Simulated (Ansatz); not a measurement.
CdSe:
```cif
data_CdSe
_chemical_formula_sum 'Se1 Cd1'
_space_group_name_H-M_alt 'P 1'
_space_group_IT_number 1
_cell_length_a 4.33689
_cell_length_b 4.33689
_cell_length_c 4.33689
_cell_angle_alpha 60.000
_cell_angle_beta 60.000
_cell_angle_gamma 60.000
loop_
_space_group_symop_operation_xyz
  'x, y, z'
loop_
_atom_site_label
_atom_site_type_symbol
_atom_site_fract_x
_atom_site_fract_y
_atom_site_fract_z
_atom_site_occupancy
Se1 Se 0.75000 0.75000 0.75000 1
Cd1 Cd 0.00000 0.00000 0.00000 1
```

Relaxed with r²SCAN.

### Question
Give the optical modes at the zone centre with their infrared and Raman activity from DFPT, DFT-r²SCAN in the program Ansatz with PAW potentials.

### Answer
Transverse frequencies, without the LO–TO term; a row sums one degenerate level.

```tsv
ω (cm⁻¹)	degeneracy	IR ((D/Å)²/amu)	Raman (Å⁴/amu)	activity	symmetry
163	3	7.62	13	IR+Raman	T2
```

### Question
How high does the top mode go among those that the LO–TO term moves?

### Answer
202 cm⁻¹ for q along x.

Space group F-43m (zinc blende). The r²SCAN relaxation kept the symmetry of its start; phonons on a q-mesh show no instability.

Potentials: the later of the program's two PAW sets.
